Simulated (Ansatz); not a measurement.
## GaF: changing spin-orbit coupling

Symmetry: F-43m, No. 216, cubic system. The conventional cell has a = 5.692 Å, b = 5.692 Å, c = 5.692 Å, α = 90.00°, β = 90.00°, γ = 90.00°. Around Ga (site symmetry -43m) lie 4 F at 2.46 Å. F (site symmetry -43m) has 4 Ga at 2.46 Å as nearest neighbours.

The cell comes from a database or a generator and needn't be the stable form of this composition.

Kept alike: task band structure; functional PBE; k mesh 8 × 8 × 8; occupations fermi-dirac, width 0.05 eV. Program: Ansatz, Ansatz PAW, cutoff 420 eV. The mesh is that of the run's cell of 2 atoms.

```csv
spin-orbit coupling,band gap (eV)
off,2.273
on,2.260
```

Gaps are the smaller of the mesh's and the band path's.

Question: What does spin-orbit coupling change here?

Answer: The band gap runs from 2.260 (on) to 2.273 eV (off). Spin-orbit coupling splits p and d bands at the edges, and the more so the heavier the atoms.
